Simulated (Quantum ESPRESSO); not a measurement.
# Pt2HfNb3ReTa: input and log of a self-consistent run

A calculation, not a measurement. The program is pw.x of Quantum ESPRESSO 7.5 (plane-wave density functional theory). The cell is made up: eight metal atoms on a hexagonal close-packed lattice, with elements, volume, strain and displacements drawn at random and not relaxed, so it may be unstable or far from any real phase. PseudoDojo standard norm-conserving files set the functional (PBE unless stated); there is no spin polarisation or spin-orbit coupling, the Fermi-Dirac width of 0.25 eV means electrons at about 2900 K, and the masses in the input are unused placeholders. Heavy elements are run without spin-orbit coupling, which real alloys of them have. A spin test at this wide smearing found no moment, but such smearing suppresses magnetism that the real alloy may have.

Input:

```
&control calculation='scf', pseudo_dir='./dojo.nc.sr.pbe.v0_5.standard.upf', outdir='./o', disk_io='minimal', tprnfor=.true., tstress=.true. /
&system ibrav=0, nat=8, ntyp=5, nbnd=76, ecutwfc=84.00895049, nosym=.true., tot_charge=0,
 occupations='smearing', smearing='fd', degauss=0.0183746611
/
&electrons conv_thr=1.470e-08, electron_maxstep=70, mixing_beta=0.5 /
ATOMIC_SPECIES
Hf 1.0 Hf.upf
Nb 1.0 Nb.upf
Pt 1.0 Pt.upf
Re 1.0 Re.upf
Ta 1.0 Ta.upf
CELL_PARAMETERS angstrom
2.917 -0.046 -0.0203
-0.0796 5.002 0.0397
-0.0659 0.0744 9.4927
ATOMIC_POSITIONS angstrom
Pt -0.1578 -0.0387 -0.1094
Hf -0.1091 0.1504 4.7337
Nb 0.0329 1.6717 2.3618
Re -0.0721 1.8036 7.1908
Nb 1.3873 2.5131 -0.0241
Ta 1.3653 2.3924 4.7262
Pt 1.3789 4.1265 2.5546
Nb 1.3281 4.3376 7.1254
K_POINTS automatic
8 5 3 1 1 1
```

The log is shortened where brackets say so; the opening notice, blank lines, dates and the lines on written files are dropped, and the path of the files is cut. It prints rydbergs, bohrs and kilobars, and counts compression as positive stress. Its total energy is the free energy E - TS of the whole cell.

```
     Program PWSCF v.7.5
     Parallel version (MPI & OpenMP), running on       4 processor cores
     Number of MPI processes:                 4
     Threads/MPI process:                     1
     [start-up lines left out]
     bravais-lattice index     =            0
     lattice parameter (alat)  =       5.5131  a.u.
     unit-cell volume          =     934.3513 (a.u.)^3
     number of atoms/cell      =            8
     number of atomic types    =            5
     number of electrons       =       115.00
     number of Kohn-Sham states=           76
     kinetic-energy cutoff     =      84.0090  Ry
     charge density cutoff     =     336.0358  Ry
     scf convergence threshold =      1.5E-08
     mixing beta               =       0.5000
     number of iterations used =            8  plain     mixing
     Exchange-correlation= PBE
                           (   1   4   3   4   0   0   0)
     [axes and pseudopotential details left out]
   Cartesian axes
     site n.     atom                  positions (alat units)
         1        Pt     tau(   1) = (  -0.0540886  -0.0132651  -0.0374987  )
         2        Hf     tau(   2) = (  -0.0373959   0.0515522   1.6225564  )
         3        Nb     tau(   3) = (   0.0112770   0.5730037   0.8095472  )
         4        Re     tau(   4) = (  -0.0247135   0.6182146   2.4647693  )
         5        Nb     tau(   5) = (   0.4755207   0.8614079  -0.0082607  )
         6        Ta     tau(   6) = (   0.4679798   0.8200359   1.6199856  )
         7        Pt     tau(   7) = (   0.4726415   1.4144282   0.8756327  )
         8        Nb     tau(   8) = (   0.4552289   1.4867863   2.4423523  )
     number of k points=    60  Fermi-Dirac smearing, width (Ry)=  0.0184
                       cart. coord. in units 2pi/alat
        k(    1) = (   0.0637950   0.0589342   0.0512034), wk =   0.0333333
        k(    2) = (   0.0623943   0.0605382  -0.1537085), wk =   0.0333333
     [further k points left out]
     Dense  grid:    97173 G-vectors     FFT dimensions: (  36,  60, 108)
     Estimated max dynamical RAM per process >     408.70 MB
     Estimated total dynamical RAM >       1.53 GB
     Initial potential from superposition of free atoms
     starting charge     114.9896, renormalised to     115.0000
     Starting wfcs are   80 randomized atomic wfcs
     total cpu time spent up to now is        6.8 secs
     per-process dynamical memory:   319.7 Mb
     Self-consistent Calculation
     iteration #  1     ecut=    84.01 Ry     beta= 0.50
     Davidson diagonalization with overlap
     ethr =  1.00E-02,  avg # of iterations =  3.1
     total cpu time spent up to now is       23.1 secs
     total energy              =   -1307.57204174 Ry
     estimated scf accuracy    <       7.97752261 Ry
     iteration #  2     ecut=    84.01 Ry     beta= 0.50
     Davidson diagonalization with overlap
     ethr =  6.94E-03,  avg # of iterations =  5.2
     total cpu time spent up to now is       43.8 secs
     total energy              =   -1303.74300030 Ry
     estimated scf accuracy    <     219.49684132 Ry
     iteration #  3     ecut=    84.01 Ry     beta= 0.50
     Davidson diagonalization with overlap
     ethr =  6.94E-03,  avg # of iterations =  4.8
     total cpu time spent up to now is       62.8 secs
     total energy              =   -1310.91744478 Ry
     estimated scf accuracy    <      34.10564220 Ry
     iteration #  4     ecut=    84.01 Ry     beta= 0.50
     Davidson diagonalization with overlap
     ethr =  6.94E-03,  avg # of iterations =  2.1
     total cpu time spent up to now is       76.4 secs
     total energy              =   -1312.38222537 Ry
     estimated scf accuracy    <       9.35072606 Ry
     iteration #  5     ecut=    84.01 Ry     beta= 0.50
     Davidson diagonalization with overlap
     ethr =  6.94E-03,  avg # of iterations =  1.0
     total cpu time spent up to now is       88.7 secs
     total energy              =   -1312.74823495 Ry
     estimated scf accuracy    <       1.65065103 Ry
     [iterations 6 to 15 left out]
     iteration # 16     ecut=    84.01 Ry     beta= 0.50
     Davidson diagonalization with overlap
     ethr =  6.42E-09,  avg # of iterations =  1.8
     total cpu time spent up to now is      244.9 secs
     total energy              =   -1312.78900461 Ry
     estimated scf accuracy    <       0.00000151 Ry
     iteration # 17     ecut=    84.01 Ry     beta= 0.50
     Davidson diagonalization with overlap
     ethr =  1.31E-09,  avg # of iterations =  2.2
     total cpu time spent up to now is      258.1 secs
     total energy              =   -1312.78900474 Ry
     estimated scf accuracy    <       0.00000023 Ry
     iteration # 18     ecut=    84.01 Ry     beta= 0.50
     Davidson diagonalization with overlap
     ethr =  2.01E-10,  avg # of iterations =  2.9
     total cpu time spent up to now is      274.5 secs
     total energy              =   -1312.78900477 Ry
     estimated scf accuracy    <       0.00000004 Ry
     iteration # 19     ecut=    84.01 Ry     beta= 0.50
     Davidson diagonalization with overlap
     ethr =  3.61E-11,  avg # of iterations =  2.9
     total cpu time spent up to now is      289.8 secs
     total energy              =   -1312.78900477 Ry
     estimated scf accuracy    <       0.00000002 Ry
     iteration # 20     ecut=    84.01 Ry     beta= 0.50
     Davidson diagonalization with overlap
     ethr =  1.91E-11,  avg # of iterations =  2.0
     total cpu time spent up to now is      303.9 secs
     End of self-consistent calculation
     [lines on levels left out]
!    total energy              =   -1312.78900477 Ry
     estimated scf accuracy    <       0.00000001 Ry
     smearing contrib. (-TS)   =      -0.13206858 Ry
     internal energy E=F+TS    =   -1312.65693619 Ry
     The total energy is F=E-TS. E is the sum of the following terms:
     one-electron contribution =    -258.41306993 Ry
     hartree contribution      =     193.81597542 Ry
     xc contribution           =    -266.37095407 Ry
     ewald contribution        =    -981.68888761 Ry
     convergence has been achieved in  20 iterations
     Forces acting on atoms (cartesian axes, Ry/au):
     atom    1 type  3   force =     0.02735941    0.02013600    0.02884711
     atom    2 type  1   force =     0.00816939   -0.09417727   -0.01815067
     atom    3 type  2   force =    -0.00961206   -0.01328920   -0.06115579
     atom    4 type  4   force =    -0.00749267    0.02562245   -0.00127292
     atom    5 type  2   force =    -0.00520675   -0.01043887   -0.00506338
     atom    6 type  5   force =     0.00985752    0.08880095    0.06692085
     atom    7 type  3   force =    -0.00183758    0.00241923   -0.04969063
     atom    8 type  2   force =    -0.02123725   -0.01907330    0.03956543
     Total force =     0.182911     Total SCF correction =     0.000343
     Computing stress (Cartesian axis) and pressure
          total   stress  (Ry/bohr**3)                   (kbar)     P=       55.83
   0.00033526   0.00018158   0.00005495           49.32       26.71        8.08
   0.00018158   0.00038265  -0.00000951           26.71       56.29       -1.40
   0.00005495  -0.00000951   0.00042060            8.08       -1.40       61.87
     init_run     :      6.23s CPU      6.55s WALL (       1 calls)
     electrons    :    290.17s CPU    297.20s WALL (       1 calls)
     forces       :      2.86s CPU      2.90s WALL (       1 calls)
     stress       :      9.81s CPU     10.06s WALL (       1 calls)
     [timing details left out]
     PWSCF        :   5m 9.32s CPU   5m16.98s WALL
     JOB DONE.
```

In other units: free energy -17861.404 eV for the cell, pressure 5.58 GPa, largest force component 2.421 eV/Å in size. The run took 319 s of wall time with four MPI processes on a shared machine (Intel Xeon, 2023 or later, virtual cores), so the time is rough. A rerun of this cell at a higher cutoff and on a denser mesh moved values by no more than 0.009 eV in energy, 0.11 GPa in stress and 0.012 eV/Å in force, and a second program with other atomic files agreed on that cell to 2 % rms in force and 0.5 GPa in pressure.